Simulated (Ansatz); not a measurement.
The cell of GaBO6 is invented: random cell by space group and Wyckoff sites (Fm-3m, No. 225). Lengths were set from tabulated atomic sizes, so they are only a guess.

```
Ga B O
1.0
     0.00000    3.63701    3.63701
     3.63701    0.00000    3.63701
     3.63701    3.63701    0.00000
Ga B O
1 1 6
Direct
  0.50000 0.50000 0.50000
  0.00000 0.00000 0.00000
  0.80231 0.19769 0.19769
  0.19769 0.80231 0.80231
  0.19769 0.80231 0.19769
  0.80231 0.19769 0.80231
  0.19769 0.19769 0.80231
  0.80231 0.80231 0.19769
```

Computed with DFT PBE, scalar-relativistic, plane waves, PAW in Ansatz 0.2.0. Cutoff 420 eV, Gaussian smearing, Γ-centred meshes. Cell and atoms relax first on a coarse mesh and then on a finer one. In between, the cell is made exact in the group found at 0.06 Å. In metals the finer mesh still leaves noise of several meV/atom or more. The steps can't lower the symmetry of their start. No spin polarisation.

A guess keeps its type if space group and coordination stay and the shape of the cell changes little (axis ratios within about 15 %, angles within 6°); the volume may change.

Question: Does it keep its structure type, or change into something else?

Answer: It keeps its type. The symmetry stays Fm-3m (No. 225). The volume per atom shrinks by 6.3 %, from 12.0 to 11.3 Å³. The shortest distance goes from 1.44 Å (B–O) to 1.57 Å (B–O). Counting neighbours within 15 % of an atom's shortest distance, the start has B 6, Ga 6, O 1 and the end B 6, Ga 6, O 1.

The zero of energy is the elements' standard structures at the same level (O₂ as a molecule); no fitted shifts are applied.

Question: At what energy does it end?

Answer: −0.03 eV/atom. A negative formation energy is needed for stability but isn't enough: competing phases decide.

The last run used a 10×10×10 mesh for its 8-atom cell and Gaussian smearing of 0.10 eV. The k mesh leaves some 4 meV/atom of noise in the energy of each metallic cell. The cell is a metal run without spin; a magnetic state may lie lower. Symmetry constrained the relaxation, so the result can be a saddle point.
